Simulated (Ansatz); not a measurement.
W:
```
W
1.0
    0.00000     3.67401     3.67401
    3.67401     0.00000     3.67401
    3.67401     3.67401     0.00000
W
6
Direct
  0.75000   0.75000   0.75000
  0.50000   0.50000   0.50000
  0.12500   0.62500   0.12500
  0.12500   0.12500   0.12500
  0.62500   0.12500   0.12500
  0.12500   0.12500   0.62500
```

Relaxed with r²SCAN. Special points in fractions of this cell's reciprocal vectors: Γ (0.000, 0.000, 0.000); X (0.500, 0.000, 0.500); U (0.625, 0.250, 0.625); K (0.375, 0.375, 0.750); L (0.500, 0.500, 0.500); W (0.500, 0.250, 0.750).

**Question.** List the band energies nearest the Fermi level at these points for plane-wave PAW r²SCAN with spin–orbit coupling (Ansatz code).

**Answer.** In eV from the Fermi level; about four levels below and three above (degenerate sets whole), none deeper than 8.9 eV; points with the same levels are listed once.

```json
[
 {"k": "Γ", "below": "-0.42 -0.42 -0.42 -0.42", "above": "0.23 0.23 0.74 0.74 0.74 0.74"},
 {"k": "X", "below": "-0.91 -0.91 -0.91 -0.91", "above": "0.42 0.42 0.42 0.42"},
 {"k": "U", "below": "-1.22 -1.22 -0.39 -0.39", "above": "0.10 0.10 0.52 0.52"},
 {"k": "L", "below": "-0.46 -0.46 -0.29 -0.29", "above": "0.38 0.38 0.78 0.78"},
 {"k": "W", "below": "-1.20 -1.20 -1.01 -1.01", "above": "0.27 0.27 0.84 0.84"}
]
```

Space group Fd-3m. The start of the workflow was typed in or built on a structure type; neither database checked (COD, Materials Project) lists it. It is not the phase usual at ambient conditions (space group No. 229). The cell was relaxed with r²SCAN under the symmetry of its start; whether a distortion lowers the energy is not shown. No spin polarisation was allowed.

Potentials: the later of the program's two PAW sets.
